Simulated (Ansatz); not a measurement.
Level: r2SCAN, no spin polarisation; 500 eV; 6×6×6 Γ-centred mesh; methfessel-paxton occupations (width 0.2868 eV); Ansatz 0.2.0, fixed geometry.

Computed maps in the lattice plane spanned by a (left to right, 3.81 Å, 12 points from zero) and b (bottom to top, 3.81 Å, 12 points from zero), 90° apart, at height 0.500 along c. The fields are smooth PAW ones with compensation charges, not the true ones near nuclei.

Valence density. Digits on a logarithmic scale: 0 up to 0.03 e/Å³, each further digit a factor of 1.6, 9 from 1.3 e/Å³ up:
```
578987544444
689998644444
699999644444
689998644444
578987544444
456665456665
544444578987
644444689998
644444699999
644444689998
544444578987
456665456665
```

ELF. Ten even steps from '0' (0.04) to '9' (0.82):
```
279997200000
599799500000
697279600000
599799500000
279997200000
025652025652
200000279997
500000599799
600000697279
500000599799
200000279997
025652025652
```

The cell is Yb$_{2}$SbO$_{2}$. Which atoms lie within 0.2 Å of this plane, and where (fractions of a and b)?

O at (0.25, 0.75), O at (0.75, 0.25). The whole cell:
```
Sb O Yb
1.0
     0.00000    3.80859    0.00000
     3.80859    0.00000    0.00000
     1.90430    1.90430   -6.50128
Sb O Yb
1 2 2
Direct
  0.00000 0.00000 0.00000
  0.25000 0.75000 0.50000
  0.75000 0.25000 0.50000
  0.34400 0.34400 0.31200
  0.65600 0.65600 0.68800
```

Origin: a known structure type with other elements, at an estimated volume, so it need not be a known compound. Caveats: no spin polarisation, so a magnetic state may lie lower; atoms or cell far from equilibrium; wide smearing; f levels without a U or exact exchange are poorly placed.
